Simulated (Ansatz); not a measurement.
The elements of this relaxed trial crystal are hidden behind letters.

```
lattice vectors (Å)
  -2.8267    2.8267    2.8267
   2.8267   -2.8267    2.8267
   2.8267    2.8267   -2.8267
fractional positions
X 0.0000 0.5000 0.5000
X 0.5000 0.0000 0.5000
X 0.5000 0.5000 0.0000
Z 0.5000 0.5000 0.5000
Z 0.0000 0.0000 0.5000
Z 0.0000 0.5000 0.0000
Z 0.5000 0.0000 0.0000
```

These are results of DFT PBE, scalar-relativistic, plane waves, PAW in Ansatz, not measurements. The final run on the 7-atom cell used 420 eV, a Γ-centred 10×10×10 mesh, 0.10 eV smearing and collinear spin.

```
Space group                                 : Im-3m (No. 229)
Conventional cell                           : a = 5.653 Å
Volume per atom                             : 12.91 Å³
Density                                     : 2.66 g/cm³
Formation energy                            : −2.18 eV/atom
Gap on the 10×10×10 mesh of the 7-atom cell : 0 eV (a metal)
Net moment per atom                         : 0.14 μB
```

Energies are uncorrected and count from the elements' standard states at the same level.

**Question.** X is an s-block element of period 3 and Z is a p-block element of period 2. Which elements are they?

**Answer.** X = Na, Z = F, so the formula is Na3F4. Density times volume gives a mean mass of 2.66 × 12.91/1.6605 = 20.7 u per atom, and this set has 20.7 u. Among the elements that the hints allow, noble gases aside, only these give it. Na has 8 F at 2.45 Å and 4 Na at 2.83 Å; around F lie 6 Na at 2.45 Å and 6 F at 2.83 Å.

Another magnetic order may lie lower. A structure relaxed within its symmetry needn't be a true minimum.
